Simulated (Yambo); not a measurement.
One stored BSE kernel of dimension 1440 for AlP (wurtzite, space group P6_3mc, No. 186) (Yambo, PBEsol bands; 6×6×4 mesh, 5 valence and 2 conduction bands, static screening with 37 bands and a 4 Ry block, scissor 1.00 eV, Tamm-Dancoff; broadening 0.15 eV; field along x), solved in several ways.

```tsv
solver	iterations	largest change of Im ε (% of its maximum)	rough time
Haydock, threshold 2 %	6	58	within a factor of two
Haydock, threshold 0.5 %	8	33	within a factor of two
Haydock, threshold 0.1 %	25	4.3	within a factor of two
Haydock, threshold 0.005 %	50	0.3	1
SLEPc, lowest 10 states	–	no full spectrum	within a factor of two
SLEPc, lowest 60 states	–	no full spectrum	within a factor of two
full diagonalisation	–	reference	about 7×
```

Haydock gives the spectrum without eigenstates, SLEPc the lowest states alone, full diagonalisation everything at a cost that grows as the cube of the dimension. Times include reading the kernel. Times are rough ratios from shared machines. Mesh and scissor weren't tested; the rows compare only with each other.

Geometry relaxed with PBEsol; primitive cell a = b = 3.861 Å, c = 6.335 Å, α = β = 90.00°, γ = 120.00°.

This is not the ordinary phase of the substance; no match was found in the copy of COD used, and its stability was not checked.
